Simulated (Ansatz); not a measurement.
Input file for Ansatz (a quantum-chemistry and plane-wave program):

Ansatz 0.2 input:
```yaml
crystal:
  lattice:
    - [2.1607987399, 1.2475377341, 3.6885459117]
    - [-2.1607987399, 1.2475377341, 3.6885459117]
    - [0.0, -2.4950754683, 3.6885459117]
  atoms:
    - { symbol: Sb, position: [0.2356566588, 0.2356566588, 0.2356566588] }
    - { symbol: Sb, position: [0.7643433412, 0.7643433412, 0.7643433412] }
kpoints:
  mp_grid: { grid: [17, 17, 17] }
hamiltonian:
  xc: pbesol
  pseudopotentials: { kind: paw }
scf:
  occupations: { method: fermi_dirac, width: 0.1 }
elastic: { mode: relaxed_ion, stencil: two_point, amplitude: 0.005, f_tol: 0.0005 }
```

Output (shortened):

```
Pseudopotential: Sb, paw, valence charge 15
Functional definition: PBEsol
Crystal: 2 atoms, lattice volume = 59.659 Å³
Basis set: ecut = 420 eV, 1183 PW (Γ), exchange–correlation on 60×60×60 points (8 copies of the dense FFT grid, shifted against one another)
Bands: 19, of which v1, the nominal top of the filled ones, is band 15 counted from 1 (14 counted from 0)
Symmetry: 12 space group operations
Space group: R-3m (ITA 166), of the structure as read, at distance tolerance 3.9e-5 Å
k-points: 489 of 4913
SCF 1 converged in 12 iterations: F = -12816.173328 eV  dr2 = 2.76e-14
relax step   1: F+E_penalty+E_count = -12816.17332783 eV  Δ(F+E_penalty+E_count) = +0.000e0 eV  max|allowed force component| = 3.452e-2 eV/Å  Δτ_max = 0.0000 Å  (12 SCF iters, accepted)
Crystal: 2 atoms, lattice volume = 59.659 Å³
SCF 2 converged in 13 iterations: F = -12816.173452 eV  dr2 = 1.50e-14
relax step   2: F+E_penalty+E_count = -12816.17345170 eV  Δ(F+E_penalty+E_count) = -1.239e-4 eV  max|allowed force component| = 1.341e-2 eV/Å  Δτ_max = 0.0060 Å  (13 SCF iters, accepted)
Crystal: 2 atoms, lattice volume = 59.659 Å³
SCF 3 converged in 9 iterations: F = -12816.173475 eV  dr2 = 4.35e-14
relax step   3: F+E_penalty+E_count = -12816.17347469 eV  Δ(F+E_penalty+E_count) = -2.299e-5 eV  max|allowed force component| = 2.651e-4 eV/Å  Δτ_max = 0.0017 Å  (9 SCF iters, accepted)
Crystal: 2 atoms, lattice volume = 59.659 Å³
SCF 4 converged in 10 iterations: F = -12816.173475 eV  dr2 = 1.82e-16
Crystal: 2 atoms, lattice volume = 59.360 Å³
Basis set: ecut = 420 eV, 1171 PW (Γ), exchange–correlation on 60×60×60 points (8 copies of the dense FFT grid, shifted against one another)
Symmetry: 4 space group operations
k-points: 1305 of 4913
SCF 5 converged in 12 iterations: F = -12816.173207 eV  dr2 = 2.16e-14
relax step   1: F+E_penalty+E_count = -12816.17320661 eV  Δ(F+E_penalty+E_count) = +0.000e0 eV  max|allowed force component| = 1.928e-2 eV/Å  Δτ_max = 0.0000 Å  (12 SCF iters, accepted)
Crystal: 2 atoms, lattice volume = 59.360 Å³
SCF 6 converged in 9 iterations: F = -12816.173260 eV  dr2 = 8.05e-14
relax step   2: F+E_penalty+E_count = -12816.17325955 eV  Δ(F+E_penalty+E_count) = -5.294e-5 eV  max|allowed force component| = 3.271e-3 eV/Å  Δτ_max = 0.0026 Å  (9 SCF iters, accepted)
Crystal: 2 atoms, lattice volume = 59.360 Å³
SCF 7 converged in 7 iterations: F = -12816.173262 eV  dr2 = 1.70e-14
relax step   3: F+E_penalty+E_count = -12816.17326173 eV  Δ(F+E_penalty+E_count) = -2.182e-6 eV  max|allowed force component| = 1.861e-3 eV/Å  Δτ_max = 0.0004 Å  (7 SCF iters, accepted)
Crystal: 2 atoms, lattice volume = 59.360 Å³
SCF 8 converged in 7 iterations: F = -12816.173263 eV  dr2 = 2.95e-14
relax step   4: F+E_penalty+E_count = -12816.17326282 eV  Δ(F+E_penalty+E_count) = -1.086e-6 eV  max|allowed force component| = 4.601e-5 eV/Å  Δτ_max = 0.0006 Å  (7 SCF iters, accepted)
Crystal: 2 atoms, lattice volume = 59.360 Å³
SCF 9 converged in 2 iterations: F = -12816.173263 eV  dr2 = 2.56e-14
Crystal: 2 atoms, lattice volume = 59.957 Å³
SCF 10 converged in 12 iterations: F = -12816.172758 eV  dr2 = 2.23e-14
relax step   1: F+E_penalty+E_count = -12816.17275766 eV  Δ(F+E_penalty+E_count) = +0.000e0 eV  max|allowed force component| = 1.898e-2 eV/Å  Δτ_max = 0.0000 Å  (12 SCF iters, accepted)
Crystal: 2 atoms, lattice volume = 59.957 Å³
SCF 11 converged in 9 iterations: F = -12816.172814 eV  dr2 = 4.24e-14
relax step   2: F+E_penalty+E_count = -12816.17281386 eV  Δ(F+E_penalty+E_count) = -5.620e-5 eV  max|allowed force component| = 9.612e-4 eV/Å  Δτ_max = 0.0029 Å  (9 SCF iters, accepted)
Crystal: 2 atoms, lattice volume = 59.957 Å³
SCF 12 converged in 6 iterations: F = -12816.172814 eV  dr2 = 9.83e-14
relax step   3: F+E_penalty+E_count = -12816.17281398 eV  Δ(F+E_penalty+E_count) = -1.238e-7 eV  max|allowed force component| = 1.598e-5 eV/Å  Δτ_max = 0.0001 Å  (6 SCF iters, accepted)
Crystal: 2 atoms, lattice volume = 59.957 Å³
SCF 13 converged in 2 iterations: F = -12816.172814 eV  dr2 = 7.60e-14
Crystal: 2 atoms, lattice volume = 59.360 Å³
SCF 14 converged in 12 iterations: F = -12816.173367 eV  dr2 = 1.26e-14
relax step   1: F+E_penalty+E_count = -12816.17336657 eV  Δ(F+E_penalty+E_count) = +0.000e0 eV  max|allowed force component| = 2.884e-2 eV/Å  Δτ_max = 0.0000 Å  (12 SCF iters, accepted)
Crystal: 2 atoms, lattice volume = 59.360 Å³
SCF 15 converged in 10 iterations: F = -12816.173471 eV  dr2 = 6.71e-15
relax step   2: F+E_penalty+E_count = -12816.17347118 eV  Δ(F+E_penalty+E_count) = -1.046e-4 eV  max|allowed force component| = 2.304e-4 eV/Å  Δτ_max = 0.0037 Å  (10 SCF iters, accepted)
Crystal: 2 atoms, lattice volume = 59.360 Å³
SCF 16 converged in 2 iterations: F = -12816.173471 eV  dr2 = 1.18e-14
Crystal: 2 atoms, lattice volume = 59.957 Å³
SCF 17 converged in 12 iterations: F = -12816.172904 eV  dr2 = 1.17e-14
relax step   1: F+E_penalty+E_count = -12816.17290449 eV  Δ(F+E_penalty+E_count) = +0.000e0 eV  max|allowed force component| = 2.935e-2 eV/Å  Δτ_max = 0.0000 Å  (12 SCF iters, accepted)
Crystal: 2 atoms, lattice volume = 59.957 Å³
SCF 18 converged in 10 iterations: F = -12816.173014 eV  dr2 = 7.45e-15
relax step   2: F+E_penalty+E_count = -12816.17301421 eV  Δ(F+E_penalty+E_count) = -1.097e-4 eV  max|allowed force component| = 2.593e-5 eV/Å  Δτ_max = 0.0037 Å  (10 SCF iters, accepted)
Crystal: 2 atoms, lattice volume = 59.957 Å³
SCF 19 converged in 2 iterations: F = -12816.173014 eV  dr2 = 1.51e-14
Crystal: 2 atoms, lattice volume = 59.658 Å³
SCF 20 converged in 10 iterations: F = -12816.173198 eV  dr2 = 2.10e-14
relax step   1: F+E_penalty+E_count = -12816.17319803 eV  Δ(F+E_penalty+E_count) = +0.000e0 eV  max|allowed force component| = 1.835e-2 eV/Å  Δτ_max = 0.0000 Å  (10 SCF iters, accepted)
Crystal: 2 atoms, lattice volume = 59.658 Å³
SCF 21 converged in 8 iterations: F = -12816.173262 eV  dr2 = 1.64e-14
relax step   2: F+E_penalty+E_count = -12816.17326175 eV  Δ(F+E_penalty+E_count) = -6.372e-5 eV  max|allowed force component| = 1.091e-2 eV/Å  Δτ_max = 0.0022 Å  (8 SCF iters, accepted)
Crystal: 2 atoms, lattice volume = 59.658 Å³
SCF 22 converged in 8 iterations: F = -12816.173297 eV  dr2 = 5.55e-14
relax step   3: F+E_penalty+E_count = -12816.17329738 eV  Δ(F+E_penalty+E_count) = -3.563e-5 eV  max|allowed force component| = 5.441e-4 eV/Å  Δτ_max = 0.0032 Å  (8 SCF iters, accepted)
Crystal: 2 atoms, lattice volume = 59.658 Å³
SCF 23 converged in 6 iterations: F = -12816.173297 eV  dr2 = 6.33e-14
relax step   4: F+E_penalty+E_count = -12816.17329744 eV  Δ(F+E_penalty+E_count) = -5.989e-8 eV  max|allowed force component| = 1.122e-5 eV/Å  Δτ_max = 0.0001 Å  (6 SCF iters, accepted)
Crystal: 2 atoms, lattice volume = 59.658 Å³
SCF 24 converged in 2 iterations: F = -12816.173297 eV  dr2 = 4.41e-14
Crystal: 2 atoms, lattice volume = 59.658 Å³
SCF 25 converged in 10 iterations: F = -12816.173199 eV  dr2 = 2.13e-14
relax step   1: F+E_penalty+E_count = -12816.17319941 eV  Δ(F+E_penalty+E_count) = +0.000e0 eV  max|allowed force component| = 1.828e-2 eV/Å  Δτ_max = 0.0000 Å  (10 SCF iters, accepted)
Crystal: 2 atoms, lattice volume = 59.658 Å³
SCF 26 converged in 9 iterations: F = -12816.173298 eV  dr2 = 4.90e-15
relax step   2: F+E_penalty+E_count = -12816.17329807 eV  Δ(F+E_penalty+E_count) = -9.867e-5 eV  max|allowed force component| = 9.183e-4 eV/Å  Δτ_max = 0.0056 Å  (9 SCF iters, accepted)
Crystal: 2 atoms, lattice volume = 59.658 Å³
SCF 27 converged in 7 iterations: F = -12816.173298 eV  dr2 = 1.42e-14
relax step   3: F+E_penalty+E_count = -12816.17329834 eV  Δ(F+E_penalty+E_count) = -2.705e-7 eV  max|allowed force component| = 4.613e-5 eV/Å  Δτ_max = 0.0003 Å  (7 SCF iters, accepted)
Crystal: 2 atoms, lattice volume = 59.658 Å³
SCF 28 converged in 2 iterations: F = -12816.173298 eV  dr2 = 1.70e-14
SCF converged after 10 iterations
Stability not checked: this state was not tested for a lower state beside it, because too few of the mixer's solves of this state at the end of the SCF gave a …
Free energy (F): -12816.173475 eV
Harris-Foulkes:  -12816.173475 eV  (|F-HF|=1.82e-12)
Internal energy: -12816.160951 eV  (E = F + TS)
E sigma→0 (E₀):  -12816.167213 eV
Entropy (-TS):   -0.012524 eV (-6.262 meV/atom)
Fermi energy:    10.001834 eV
--- Per-component energies (eV) ---
  E_band       = -336.506276
  E_kinetic    = 414.897742
  E_local      = -3167.606521  (includes V_loc(G=0)·N_el)
  E_nonlocal   = 728.116119
  E_hartree    = 1434.646231
  E_xc         = -275.115706
  E_vxc        = -193.421703  (∫ρ·V_xc dr)
  E_paw        = -8999.115930  (= ΣΔE_a)
  E_vpaw       = -987.784373  (= ΣTr[D̂ρ^β])
  E_aug_tail   = -0.000004  (compensation charges beyond the density's cutoff)
  E_ewald      = -2952.646598
  E_core_change = 0.663714  (= ΣΔE_core)
  E_smearing   = -0.012524  (= −TS)
  E_closure    = 0.000000  (closes the sum)
  Σ components = -12816.173475   (vs F -12816.173475, Δ=0.00e0)
--- Forces (eV/Å), atoms counted from 1 ---
  atom   1  Sb     0.00000000     0.00000000    -0.00026513
  atom   2  Sb     0.00000000     0.00000000     0.00026513
  max |Σ_I F_I| component: 9.25e-18 eV/Å
--- Stress (GPa, compression-positive) ---
       -0.123130       0.000000       0.000000
        0.000000      -0.123130       0.000000
        0.000000       0.000000      -0.125807
  P = ⅓ Tr σ = -0.1240 GPa (-1.240 kbar)
--- Band table (eV; the first three rows and the last of 489) ---
  k-point 0: bands = ["-19.2696", "-19.2696", "-19.1800", "-19.1800", "-19.1615", "-19.0687", "-19.0687", "-19.0642", "-18.9881", "-18.9881", "-2.6671", "5.3309", "8.1046", "8.2802", "8.2802", "12.4241", "12.8993", "12.8993", "15.0733"]
  k-point 1: bands = ["-19.2680", "-19.2676", "-19.1793", "-19.1789", "-19.1606", "-19.0696", "-19.0694", "-19.0651", "-18.9902", "-18.9898", "-2.6286", "5.1380", "8.1229", "8.2755", "8.3679", "12.3816", "12.7801", "12.7834", "14.8861"]
  k-point 2: bands = ["-19.2631", "-19.2614", "-19.1771", "-19.1756", "-19.1579", "-19.0723", "-19.0715", "-19.0676", "-18.9964", "-18.9949", "-2.5134", "4.6451", "8.1397", "8.2641", "8.5916", "12.2162", "12.4670", "12.4696", "14.6346"]
  k-point 488: bands = ["-19.2089", "-19.2087", "-19.1568", "-19.1563", "-19.1360", "-19.0878", "-19.0868", "-19.0864", "-19.0536", "-19.0534", "-0.8896", "0.9386", "8.1585", "8.6634", "9.6343", "10.2587", "10.2932", "11.5216", "17.1189"]
--- Elastic constants: 3 strain directions × 2 members + reference (group order 12) ---
  dense FFT box of the reference and of every strained cell: 30×30×30
  strains applied: 11, 33, 23; error gains …
  reference relaxed by the batch: 3 steps …
  largest displacement 4.3e-3 Å; the constants are those of the deck's cell at these positions:
  atoms:
    - { symbol: Sb, position: [0.23604665755122084, 0.23604665755122084, 0.2360466575512208] }
    - { symbol: Sb, position: [0.7639533424487791, 0.7639533424487791, 0.7639533424487791] }
  C = ∂σ_k/∂η_j (tension-positive GPa; Voigt order 11 22 33 23 13 12):
        93.585     27.558     27.661    -21.632      0.000      0.000
        27.558     93.585     27.661     21.632      0.000      0.000
        27.662     27.662     49.562      0.000      0.000      0.000
       -21.612     21.612      0.000     37.888      0.000      0.000
         0.000      0.000      0.000      0.000     37.888    -21.612
         0.000      0.000      0.000      0.000    -21.632     33.014
  reference stress σ⁰ (GPa):      0.123      0.123      0.126      0.000      0.000      0.000
  moduli (Voigt/Reuss/Hill, GPa): K = 44.72/40.81/42.77   G = 32.01/20.75/26.38   E = 65.64   ν = 0.244
  mechanically stable: yes (min eigenvalue of sym C = 13.69 GPa)
  strain η (Voigt 11):  stress-route row diagonal C_11 = 93.58 GPa, energy-path curvature d²(F+E_count+ΔE)/dδ²/Ω₀ = 93.60 GPa
         δ    σ_11 (GPa)             F (eV)   n_scf  n_hpsi   n_pw
    -5.000e-3      -0.3499      -12816.1732628       2  256414   1177   relax 4 steps, max|allowed force component| 4.60e-5 eV/Å
     5.000e-3       0.5860      -12816.1728140       2  260234   1195   relax 3 steps, max|allowed force component| 1.60e-5 eV/Å
  strain η (Voigt 33):  stress-route row diagonal C_33 = 49.56 GPa, energy-path curvature d²(F+E_count+ΔE)/dδ²/Ω₀ = 49.56 GPa
         δ    σ_33 (GPa)             F (eV)   n_scf  n_hpsi   n_pw
    -5.000e-3      -0.1288      -12816.1734712       2   95278   1183   relax 2 steps, max|allowed force component| 2.30e-4 eV/Å
     5.000e-3       0.3669      -12816.1730142       2   94575   1198   relax 2 steps, max|allowed force component| 2.59e-5 eV/Å
  strain η (Voigt 23):  stress-route row diagonal C_44 = 37.89 GPa, energy-path curvature d²(F+E_count+ΔE)/dδ²/Ω₀ = 37.83 GPa
         δ    σ_23 (GPa)             F (eV)   n_scf  n_hpsi   n_pw
    -5.000e-3      -0.1904      -12816.1732974       2  261721   1185   relax 4 steps, max|allowed force component| 1.12e-5 eV/Å
     5.000e-3       0.1884      -12816.1732983       2  255143   1186   relax 3 steps, max|allowed force component| 4.61e-5 eV/Å
```

Cost: roughly 22 core-minutes on shared cores.

Symmetry was held in the PBEsol relaxation. As this level gives no gap, shear constants depend on the k-mesh and smearing (Fermi–Dirac, 0.1 eV here). Spin–orbit coupling is left out wherever it is not named.

Potentials: the later of the program's two PAW sets.

Ansatz is a plane-wave DFT program.
